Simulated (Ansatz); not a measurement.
HfTi3O8: phonons across the zone

Theory: DFT PBE, scalar-relativistic, plane waves, PAW in Ansatz 0.2.0. Plane waves to 420 eV; Γ-centred k mesh 8×8×4; fixed occupations. No spin polarisation. Phonons by linear response, acoustic sum rule imposed.

Relaxed structure:
```yaml
crystal:
  lattice:
    - [3.85805, 0.00000, 0.00000]
    - [0.00000, 3.85805, 0.00000]
    - [0.00000, 0.00000, 9.93931]
  atoms:
    - { symbol: Hf, position: [0.50000, 0.50000, 0.50000] }
    - { symbol: Ti, position: [0.00000, 0.00000, 0.00000] }
    - { symbol: Ti, position: [0.00000, 0.50000, 0.23765] }
    - { symbol: Ti, position: [0.50000, 0.00000, 0.76235] }
    - { symbol: O, position: [0.00000, 0.00000, 0.19938] }
    - { symbol: O, position: [0.50000, 0.50000, 0.72001] }
    - { symbol: O, position: [0.00000, 0.50000, 0.43994] }
    - { symbol: O, position: [0.50000, 0.00000, 0.96087] }
    - { symbol: O, position: [0.00000, 0.50000, 0.03913] }
    - { symbol: O, position: [0.50000, 0.00000, 0.56006] }
    - { symbol: O, position: [0.00000, 0.00000, 0.80062] }
    - { symbol: O, position: [0.50000, 0.50000, 0.27999] }
```

The structure comes from a generated guess, relaxed at this level; another structure or a mixture of phases may lie lower. Spin–orbit coupling is left out, which matters for heavy elements. The q mesh is coarse, so values between its points are rough.

Force constants from linear response on a 2×2×1 q mesh.

**Question.** Is the structure dynamically stable on the q mesh?

**Answer.** No: at q = (0.000, 0.000, 0.000) a mode is imaginary, 123i cm⁻¹.

**Question.** Give the frequencies (cm⁻¹) at the zone-boundary points of high symmetry (interpolated where a point lies off the q mesh).

**Answer.**
```
point                  q                                                                                                                                     frequencies
    X  0.000 0.500 0.000    113i 74 82 97 98 134 148 200 205 212 216 255 265 268 274 277 281 307 308 362 366 367 381 411 414 430 480 493 501 508 564 679 696 722 738 814
    M  0.500 0.500 0.000  61 103 132 132 136 148 173 173 265 265 301 307 312 312 329 337 341 359 359 375 398 398 406 426 448 474 474 490 528 528 540 705 754 754 758 843
    Z  0.000 0.000 0.500      123i 123i 32 32 47 47 90 94 94 128 131 131 168 168 192 192 252 252 269 328 355 355 401 401 445 469 492 494 573 573 574 576 652 680 680 687
    R  0.000 0.500 0.500   113i 74 82 97 102 125 144 202 212 215 221 246 253 268 273 278 291 308 318 351 358 366 394 405 410 429 485 494 498 508 564 679 698 725 737 811
    A  0.500 0.500 0.500  67 107 136 142 142 148 166 166 266 266 291 310 310 319 325 339 346 361 361 364 396 396 413 424 443 474 474 493 528 528 540 705 754 754 758 843
```
